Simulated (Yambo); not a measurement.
Yambo run on CaCd2P2 (space group P-3m1, No. 164). The wavefunctions come from this Quantum ESPRESSO step (PBEsol, PseudoDojo standard norm-conserving files, fully relativistic):

```
&CONTROL
  calculation = 'nscf'
  pseudo_dir = './pseudo'
  outdir = './out'
/
&SYSTEM
  ibrav = 0
  nat = 5
  ntyp = 3
  ecutwfc = 102.0
  ecutrho = 408.0
  occupations = 'fixed'
  force_symmorphic = .true.
  nbnd = 265
  noncolin = .true.
  lspinorb = .true.
/
&ELECTRONS
  conv_thr = 5e-09
  diago_full_acc = .true.
  diago_thr_init = 1e-08
/
ATOMIC_SPECIES
P 30.9738 P.upf
Ca 40.0780 Ca.upf
Cd 112.4140 Cd.upf
CELL_PARAMETERS angstrom
  4.292310216000   0.000000000000   0.000000000000
 -2.146155108000   3.717249688000   0.000000000000
  0.000000000000   0.000000000000   7.055450000000
ATOMIC_POSITIONS crystal
P   0.666666667000   0.333333333000   0.759470000000
P   0.333333333000   0.666666667000   0.240530000000
Ca   0.000000000000   0.000000000000   0.000000000000
Cd   0.333333333000   0.666666667000   0.638110000000
Cd   0.666666667000   0.333333333000   0.361890000000
K_POINTS automatic
3 3 2 0 0 0
```

Yambo input:

```
rim_cut
gw0
dyson
el_el_corr
HF_and_locXC
ppa
em1d
RandQpts= 1000000
RandGvec= 1 Ry
EXXRLvcs= 102 Ry
VXCRLvcs= 408 Ry
Chimod= "HARTREE"
% BndsRnXp
 19 | 262 |
%
NGsBlkXp= 6 Ry
% LongDrXp
 1.0 | 1.0 | 1.0 |
%
PPAPntXp= 27.2114 eV
% GbndRnge
 1 | 262 |
%
GTermKind= "BG"
DysSolver= "n"
ExtendOut
% QPkrange
 1 | 1 | 58 | 62 |
 2 | 2 | 60 | 61 |
 5 | 5 | 60 | 61 |
 6 | 6 | 60 | 61 |
%
```

k points by index: 1 = Γ, 2 = A, 5 = K, 6 = H.

Table of the .qp output:

```
#    K-point    Band    Eo [eV]    E [eV]    E-Eo [eV]    Vxc [eV]    Vnlxc [eV]    Sc|Eo [eV]    Sc|E [eV]    dSc/dw|Eo [eV]    Re(Z)    Im(Z)
#
    1    58    -0.027991    -0.451367    -0.423376    -13.14944    -15.05175    1.360006    1.478940    -7.642676    0.780721    -0.001495
    1    59    0.000000    -0.430029    -0.430029    -13.14911    -15.06378    1.363789    1.484641    -7.645834    0.780650    -0.001495
    1    60    0.000000    -0.430029    -0.430029    -13.14911    -15.06378    1.363789    1.484641    -7.645834    0.780650    -0.001495
    1    61    0.730629    1.001530    0.270901    -10.82648    -6.631669    -3.853775    -3.923909    -7.041777    0.794417    -0.001402
    1    62    0.730629    1.001530    0.270901    -10.82648    -6.631669    -3.853775    -3.923909    -7.041777    0.794417    -0.001402
    2    60    -0.547904    -0.982340    -0.434437    -12.94297    -15.08893    1.589305    1.711524    -7.653620    0.780475    -0.001542
    2    61    1.006570    1.548823    0.542253    -11.83613    -7.217755    -3.938379    -4.076119    -6.910491    0.797474    -0.001418
    5    60    -1.978730    -2.457527    -0.478797    -12.32612    -14.79384    1.850663    1.988917    -7.852941    0.776026    -0.003472
    5    61    2.553530    2.768618    0.215089    -10.47418    -6.250497    -3.954330    -4.008598    -6.827945    0.799208    -0.012719
    6    60    -1.525650    -1.884086    -0.358436    -12.05875    -14.09079    1.570483    1.673609    -7.825924    0.776634    -0.002165
    6    61    2.089805    2.518655    0.428850    -11.51094    -7.060391    -3.914186    -4.021701    -6.820070    0.799593    -0.001382
```
(The two width columns are left out.) Convergence of these settings isn't established.

Geometry of the Materials Project entry, not relaxed at this level.
